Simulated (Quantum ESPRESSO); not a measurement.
Al3MgN4, a curve over strain

Simulated, not a measurement. The program is pw.x of Quantum ESPRESSO 7.5 (plane-wave density functional theory). The cell is made up: 8 atoms on a rocksalt lattice, with randomly drawn elements, strain and displacements, not relaxed. PseudoDojo standard norm-conserving files (v0.5 for PBE, v0.4.1 for LDA and PBEsol) set the functional; there is no spin polarisation, spin-orbit coupling or dispersion term, and the masses in the input are unused placeholders. A spin-polarised start on this cell or one of its family kept no moment.

Seven runs add a strain to one cell (along z); the atoms follow the cell and are not relaxed. Stress in the table is positive in tension.

Input of the run at -0.0042:

```
&control calculation='scf', pseudo_dir='./dojo.nc.sr.pbe.v0_5.standard.upf', outdir='./o', disk_io='medium', tprnfor=.true., tstress=.true. /
&system ibrav=0, nat=8, ntyp=3, nbnd=30, ecutwfc=84.00895049, nosym=.true., tot_charge=0,
 occupations='smearing', smearing='fd', degauss=0.0073498644
/
&electrons conv_thr=7.350e-09, electron_maxstep=60, /
ATOMIC_SPECIES
Al 1.0 Al.upf
Mg 1.0 Mg.upf
N 1.0 N.upf
CELL_PARAMETERS angstrom
4.1471 0.0 0.0
0.0 4.1471 0.0
0.0 0.0 4.1297
ATOMIC_POSITIONS angstrom
Al -0.0387 0.018 0.0192
Mg -0.0087 2.0699 2.046
Al 2.1065 -0.0035 2.0859
Al 2.1171 2.0751 0.0009
N 2.0636 0.0265 -0.0333
N 2.0953 2.084 2.0858
N 4.1696 0.0048 2.0784
N 4.1568 2.0592 0.0107
K_POINTS automatic
6 6 6 1 1 1
```

```
added strain  free energy less that of the input shown (eV)  stress xx (GPa)  stress yy (GPa)  stress zz (GPa)  stress xy (GPa)  pressure (GPa)  iterations
     -0.0197                                         0.0236            -1.17            -1.21            -6.76             0.01            3.05          11
     -0.0156                                         0.0130            -0.58            -0.62            -4.92             0.01            2.04          11
     -0.0075                                         0.0013             0.56             0.52            -1.54             0.01            0.15          11
     -0.0042                                         0.0000             1.01             0.97            -0.26             0.01           -0.58          11
     +0.0046                                         0.0052             2.19             2.15             2.92             0.01           -2.42          11
     +0.0102                                         0.0147             2.91             2.87             4.76             0.01           -3.51          11
     +0.0171                                         0.0326             3.78             3.75             6.86             0.01           -4.80          11
```

A cubic fit gives a slope of stress zz against the added strain of 361 GPa at zero added strain, with the atoms clamped. Across the table the free energy follows the integral of the stress to within 0.4 meV. A rerun of one of the cells at 1437 eV and a 8 x 8 x 8 mesh moved values by no more than 0.005 eV in energy, 0.02 GPa in stress and 0.011 eV/Å in force.